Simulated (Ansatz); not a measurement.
Relaxed-ion elastic tensor of TiRu (CsCl type, Pm-3m) in GPa (Voigt order), the program Ansatz at the LDA level (PAW); density 8.97 g/cm³, 13.78 Å³ per atom.

```
 469   139   139   0.0   0.0   0.0
 139   469   139   0.0   0.0   0.0
 139   139   469   0.0   0.0   0.0
 0.0   0.0   0.0  93.1   0.0   0.0
 0.0   0.0   0.0   0.0  93.1   0.0
 0.0   0.0   0.0   0.0   0.0  93.1
```

Is the crystal mechanically stable?

Yes: the smallest eigenvalue of C is 93.1 GPa.

Work out the Voigt, Reuss and Hill averages.

K_V = 249, K_R = 249, K_H = 249; G_V = 122, G_R = 113, G_H = 117 GPa.

Give Young's modulus, Poisson's ratio, Pugh's ratio and the universal anisotropy index.

E = 9KG/(3K + G) = 304 GPa; ν = 0.30; K/G = 2.12 (ductile by the Pugh limit of 1.75); A_U = 5G_V/G_R + K_V/K_R − 6 = 0.40.

Estimate the sound speeds and the Debye temperature.

v_l = √((K + 4G/3)/ρ) = 6720 m/s, v_t = √(G/ρ) = 3620 m/s, mean 4040 m/s; Θ = (h/k)(3n/4πV)^(1/3) v_m = 501 K.

Give the Zener ratio and Young's modulus along [100], [110] and [111].

A = 2C44/(C11 − C12) = 0.56; 1/E = S11 − 2(S11 − S12 − S44/2)Γ with Γ = 0, 1/4, 1/3 gives 406, 275, 248 GPa.

Solve the Christoffel equation for the three sound speeds along [100], [110], [111].

Eigenvalues of C_ijkl n_j n_l equal ρv². In km/s, slowest first: [100] 3.22, 3.22, 7.23; [110] 3.22, 4.29, 6.65; [111] 3.97, 3.97, 6.45.

The workflow started from a Materials Project entry (that database holds measured and hypothetical structures alike); the Crystallography Open Database files this formula in space group No. 221, but the cells were not matched. Whether it is the stable phase at ambient conditions was not checked. The cell keeps a stress of up to 0.2 GPa. The LDA relaxation kept the symmetry of its start; of distortions, only those at the zone centre were tested. The run is not spin-polarised. As this level gives no gap, shear constants depend on the k-mesh and smearing (Fermi–Dirac, 0.1 eV here).

Potentials: the later of the program's two PAW sets.
